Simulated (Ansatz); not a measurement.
**Surface calculation: fcc Pt (110), 3 layers**

The slab is cut from the fcc crystal, the stable phase, as relaxed on PAW files (15.66 Å³/atom), with 16 Å of vacuum and a dipole correction:

```
Pt
1.0
     2.80855    0.00000    0.00000
     0.00000    3.97189    0.00000
     0.00000    0.00000   18.80850
Pt
3
Direct
  0.00000 0.00000 0.42534
  0.50000 0.50000 0.50000
  0.00000 0.00000 0.57466
```

Level of theory: DFT with PBE, scalar-relativistic, in Ansatz 0.2.0; a Γ-centred 14×10×1 k mesh, Fermi–Dirac smearing of 0.1 eV, no spin polarisation. LAPW: all electrons, basis error target 1 meV/atom; PAW: frozen-core files, cutoff 420 eV.

The bulk energy comes from a cell in the slab's orientation on a 14×10×14 mesh. The surface energy is (E(slab) − N·E(bulk))/2A at zero smearing, the mean of both faces; thin slabs carry quantum-size effects.

Spin–orbit coupling is left out, which matters for the heavy atoms.

As cut, the LAPW slab lies 2.856 eV above 3 atoms of bulk. What surface energy is that?

Over two faces of 11.16 Å² it is 128.0 meV/Å², and times 16.02 J/m² per eV/Å² that gives γ = 2.051 J/m².

```json
{"method": "LAPW", "γ as cut (J/m²)": "2.051", "γ relaxed (J/m²)": "1.994", "Φ as cut (eV)": "5.45", "Φ relaxed (eV)": "5.32"}
{"method": "PAW", "γ as cut (J/m²)": "2.050", "γ relaxed (J/m²)": "1.992", "Φ as cut (eV)": "5.45", "Φ relaxed (eV)": "5.32"}
```

How do the spacings between the planes relax?

From the bottom face up: d12 -6.2 % of 1.404 Å, d23 -6.2 % of 1.404 Å.

What changes if relativity is switched off, at the same positions?

LAPW then gives: no gap, work function 4.53 eV.

A 4f core hole is made on one atom of each kind in every 1×1 cell (PAW hole dataset, neutral cell, valence without spin). What does it cost by layer?

layer 1 70.99 eV, layer 2 71.60 eV. Shifts between layers mean more than the absolute values, and a whole layer of holes screens otherwise than one hole.

In the relaxed 1×1 cell, replace the outer, then the middle Pt by Au, which changes a whole layer. What shift does this Z+1 picture give?

E(outer) − E(middle) = -0.58 eV by LAPW and -0.58 eV by PAW; a positive value puts the surface line at higher binding energy.
